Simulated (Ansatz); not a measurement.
CoGe:
```cif
data_Co8Ge8
_chemical_formula_sum 'Co8 Ge8'
_space_group_name_H-M_alt 'C2/m'
_space_group_IT_number 12
_space_group_name_Hall '-C 2y'
_cell_length_a 11.52730
_cell_length_b 3.71294
_cell_length_c 4.86168
_cell_angle_alpha 90.000
_cell_angle_beta 99.582
_cell_angle_gamma 90.000
loop_
_atom_site_label
_atom_site_type_symbol
_atom_site_symmetry_multiplicity
_atom_site_Wyckoff_symbol
_atom_site_fract_x
_atom_site_fract_y
_atom_site_fract_z
_atom_site_occupancy
Co1 Co 2 a 0.00000 0.00000 0.00000 1
Co2 Co 2 c 0.50000 0.50000 0.50000 1
Co3 Co 4 i 0.19713 0.00000 0.32673 1
Ge1 Ge 4 i 0.31671 0.50000 0.18104 1
Ge2 Ge 4 i 0.07001 0.50000 0.28174 1
```
(The calculation used a cell of 8 atoms; values per cell refer to that cell.)

Relaxed at zero pressure with the program Ansatz at the PBEsol level (PAW).

The volume is raised by 3 % and shape and atoms relax at that volume. What pressure results, and how do the axes share the change?

-4.7 GPa; a 1.4 %, b 0.7 %, c 0.8 %; the energy rises by 6 meV/atom.

Give the new structure.


Space group C2/m (No. 12); a = 11.686 Å, b = 3.740 Å, c = 4.898 Å, α = γ = 90.00°, β = 99.24°

```csv
atom,site,symmetry,x,y,z
Co,2a,2/m,0.0000,0.0000,0.0000
Co,2c,2/m,0.5000,0.5000,0.5000
Co,4i,m,0.1953,0.0000,0.3253
Ge,4i,m,0.1829,0.0000,0.8165
Ge,4i,m,0.0692,0.5000,0.2802
```

The phase is kept; no other phase was compared at this pressure.

The first step of the workflow began from a Materials Project structure, measured or hypothetical; the Crystallography Open Database copy checked does not list it. Its standing as an ambient phase is unchecked. Symmetry was held in the PBEsol relaxation; of distortions, only those at the zone centre were tested. No spin polarisation was allowed.

Potentials: the later of the program's two PAW sets.
